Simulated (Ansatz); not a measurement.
Cu: clamped-ion strain scan

These are results of DFT PBEsol, scalar-relativistic, plane waves, PAW in Ansatz, not measurements. Cutoff 420 eV, Γ-centred 26×26×24 k-points, Gaussian smearing of 0.15 eV. No spin polarisation. Energies are free energies at this smearing, counted from the undisturbed cell; pressure is positive in compression.

The starting cell (relaxed at this level; this form isn't the usual structure):

```yaml
crystal:
  lattice:
    - [1.21480, -3.95985, 0.00000]
    - [1.21480, 3.95985, 0.00000]
    - [0.00000, 0.00000, 2.46771]
  atoms:
    - { symbol: Cu, position: [0.13385, 0.86615, 0.25000] }
    - { symbol: Cu, position: [0.86615, 0.13385, 0.75000] }
```

The cell is strained by ε times the Voigt pattern (0, 0, 1, 0, 0, 0) (xx, yy, zz, yz, xz, xy; engineering shear) with fractional coordinates fixed. The cell is metallic on the mesh throughout.

| ε | ΔE (meV/atom) |
| --- | --- |
| -0.1500 | 447.2 |
| -0.1125 | 215.1 |
| -0.0750 | 82.3 |
| -0.0375 | 17.9 |
| 0.0000 | 0.0 |
| 0.0375 | 12.8 |
| 0.0750 | 46.0 |
| 0.1125 | 92.5 |
| 0.1312 | 118.7 |
| 0.1500 | 146.6 |

Predict the pressure (GPa) at each point.

| ε | pressure (GPa) |
| --- | --- |
| -0.1500 | 48.2 |
| -0.1125 | 29.8 |
| -0.0750 | 16.5 |
| -0.0375 | 7.0 |
| 0.0000 | 0.0 |
| 0.0375 | -5.0 |
| 0.0750 | -8.7 |
| 0.1125 | -11.4 |
| 0.1312 | -12.4 |
| 0.1500 | -13.3 |

Cost: 10 runs of about 5.7 core-minutes in all, on Intel Xeon 6975P-C (Granite Rapids) (shared hosts).